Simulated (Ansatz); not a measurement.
Input and output of a single-point calculation on an ordered 8-atom cell of Ga4Sb3P on the zincblende lattice (Cm) (Ansatz, HSE06). The geometry is the r2SCAN minimum.

Input file:
```yaml
crystal:
  lattice:
    - [6.9807501253, -2.1108644452, -0.0046434534]
    - [6.9807501253, 2.1108644452, -0.0046434534]
    - [-1.2740012147, 0.0, 7.1912230248]
  atoms:
    - { symbol: P, position: [-0.0008197839, -0.0008197839, -0.0006211254] }
    - { symbol: Sb, position: [0.5009397366, 0.5009397366, 0.499692573] }
    - { symbol: Sb, position: [0.7479928406, 0.7479928406, 0.2413917716] }
    - { symbol: Sb, position: [0.2518945938, 0.2518945938, 0.7602191806] }
    - { symbol: Ga, position: [0.4443396665, 0.4443396665, 0.8352581118] }
    - { symbol: Ga, position: [0.9412989252, 0.9412989252, 0.2908321084] }
    - { symbol: Ga, position: [0.1718497513, 0.1718497513, 0.060054383] }
    - { symbol: Ga, position: [0.69250427, 0.69250427, 0.5631729969] }
kpoints:
  mp_grid: { grid: [4, 4, 2] }
  band_path:
    path:
      - [0.0, 0.0, 0.0]
      - [-0.2735819684, 0.2735819684, 0.0]
      - [0.2735819684, 0.7264180316, 0.0]
      - [0.5, 0.5, 0.0]
      - [0.5, 0.5, -0.5]
      - [0.2656882275, 0.7343117725, -0.5]
      - [-0.2656882275, 0.2656882275, -0.5]
      - [0.0, 0.0, -0.5]
      - [0.0, 0.5, -0.5]
      - [0.05, 0.05, -0.05]
      - [0.05, 0.05, 0.0]
    npoints: 1
hamiltonian:
  xc: hse06
scf:
  occupations: { method: fermi_dirac, width: 0.02 }
  n_extra_bands: 6
output:
  forces: true
  stress: true
  eigenvalues: true
```

Run as `ansatz run input.yaml --threads 4 --pin off --max-ram 6451MiB --backend cpu --events-out ev --progress --plain --runs-dir out`.

**Question.** What wall time did it need on 4 threads of AMD EPYC 9R45 96-Core Processor (Zen 5), on a shared host, load about 0.1 per core, and how much host memory at the peak?

**Answer.** About 120 s, with a peak of 3.9 GiB.

What the program printed (shortened):
```
scf.n_extra_bands = 6 over 51 filled bands (N_el = 102.0): the run solves 57 bands
Functional definition: HSE06
Crystal: 8 atoms, lattice volume = 211.906 Å³
Basis set: ecut = 420 eV, 4159 PW (Γ)
Symmetry: 2 space group operations
Space group: Cm (ITA 8)
k-points: 14 of 32 (time reversal used)
Exchange kernel: α = 0.2500, screened, ω = 0.2079 Å⁻¹, Wigner–Seitz truncation, v(0) = 1036.5474 eV·Å³, q-mesh 4×4×2
hybrid outer 1: dexx = +5.000e-2 eV, tail = 2.07e-4 eV
hybrid outer 2: dexx = +6.249e-6 eV, tail = 9.05e-8 eV, Δε = 4.10e-3 eV, ΔF = 1.09e-2 eV/Å
hybrid outer 3: dexx = +4.801e-9 eV, tail = 9.50e-10 eV, Δε = 6.72e-5 eV, ΔF = 1.41e-4 eV/Å
Free energy (F): -35358.133701 eV
Fermi energy:    7.654370 eV
--- Per-component energies (eV) ---
  E_band       = -1061.788646
  E_kinetic    = 1150.033690
  E_local      = -14032.604616
  E_nonlocal   = 2825.877313
  E_hartree    = 6487.240903
  E_xc         = -603.989332
  E_vxc        = -465.989278
  E_exx        = -322.186781
  E_paw        = -22105.550691
  E_vpaw       = -2869.212623
  E_ewald      = -8757.402990
  E_core_change = 0.449264
--- Forces (eV/Å), atoms counted from 1 ---
  atom   1  P     -0.00734      0.00000    -0.00472
  atom   2  Sb      0.00594      0.00000      0.04369
  atom   3  Sb      0.02276      0.00000      0.02557
  atom   4  Sb      0.02351      0.00000      0.04459
  atom   5  Ga    -0.01671      0.00000    -0.04881
  atom   6  Ga    -0.02054      0.00000    -0.00019
  atom   7  Ga      0.01154      0.00000    -0.02700
  atom   8  Ga    -0.01917      0.00000    -0.03314
--- Stress (GPa, compression-positive) ---
        0.054839       0.000000       0.058369
        0.000000       0.634169       0.000000
        0.058369       0.000000      -0.112470
  P = ⅓ Tr σ = 0.1922 GPa (1.922 kbar)
--- Band table (eV; the first three rows and the last of 14) ---
  k-point 0: bands = […, 5.3392, 5.8633, 6.1865, 7.1529, 7.3521, 7.4203, 7.8878, 8.9562, 9.4625, 9.8703, …]
  k-point 1: bands = […, 4.5302, 5.7132, 5.7546, 6.1252, 6.2126, 6.3617, 9.1179, 9.9994, 10.1979, 10.2162, …]
  k-point 2: bands = […, 4.1765, 4.4830, 5.0635, 5.3297, 5.9692, 6.6867, 9.7602, 10.0598, 10.4758, 11.0122, …]
  k-point 13: bands = […, 4.8709, 5.1219, 5.1773, 5.4573, 6.3212, 6.8721, 8.9002, 9.6348, 9.9129, 10.0541, …]
```

The rows of the band table are 0: (0, 0, 0) = Γ, 1: (0, 0, -1/2) = A, 2: (0, 1/4, 0), 13: (-1/2, -1/2, -1/2) = M₂.

Levels at the listed points, from bands.tsv (eV from the Fermi energy, bands near the gap, counted from 0):
```tsv
# k_distance	band_46	band_47	band_48	band_49	band_50	band_51	band_52	band_53	band_54
# fermi_ev = 7.654369
# [0, 0, 0] at k_distance = 0.000000
# [-0.2735819684, 0.2735819684, 0] at k_distance = 0.814342
# [0.2735819684, 0.7264180316, 0] at k_distance = 1.292513
# [0.5, 0.5, 0] at k_distance = 1.966468
# [0.5, 0.5, -0.5] at k_distance = 2.403384
# [0.2656882275, 0.7343117725, -0.5] at k_distance = 3.100835
# [-0.2656882275, 0.2656882275, -0.5] at k_distance = 3.567377
# [0, 0, -0.5] at k_distance = 4.358223
# [0, 0.5, -0.5] at k_distance = 5.136677
# [0.05, 0.05, -0.05] at k_distance = 5.983220
# [0.05, 0.05, 0] at k_distance = 6.026912
# levels_relative_to = fermi_ev
0.000	-1.791	-1.468	-0.501	-0.302	-0.234	0.233	1.302	1.808	2.216
0.814	-3.718	-3.323	-2.692	-2.386	-1.820	1.930	2.123	2.409	3.892
1.293	-3.718	-3.323	-2.692	-2.386	-1.820	1.930	2.123	2.409	3.892
1.966	-1.712	-1.459	-1.006	-0.767	-0.759	0.469	1.168	1.304	1.513
2.403	-2.532	-2.477	-2.197	-1.333	-0.782	1.246	1.980	2.258	2.400
3.101	-2.968	-2.842	-2.653	-1.977	-1.747	1.326	1.470	1.882	2.128
3.567	-2.968	-2.842	-2.653	-1.977	-1.747	1.326	1.470	1.882	2.128
4.358	-1.941	-1.900	-1.529	-1.442	-1.293	1.464	2.345	2.544	2.562
5.137	-3.128	-2.759	-2.277	-1.608	-1.534	0.845	1.261	1.404	1.803
5.983	-1.851	-1.479	-0.653	-0.411	-0.243	0.360	1.415	1.815	2.226
6.027	-1.787	-1.460	-0.662	-0.313	-0.245	0.311	1.351	1.791	2.230
```
In order the rows are Γ, C, C₂, Y₂, M₂, D, D₂, A, L₂, Γ–M₂ (0.10), Y₂–Γ (0.90).

HSE06 gives a direct gap of 0.47 eV at Γ. With the atoms held, the mean pressure is +0.2 GPa (compression positive). (The program warns that its thresholds are loose for a hybrid's stress.) The largest force is 0.05 eV/Å.

All values are calculated for a non-magnetic cell, which may be hypothetical.

No spin-orbit coupling is included; it can move band edges with weight on the heavy atoms by tenths of an eV.

The meshes of the hybrids are coarse, so their gaps aren't converged to the digits shown.
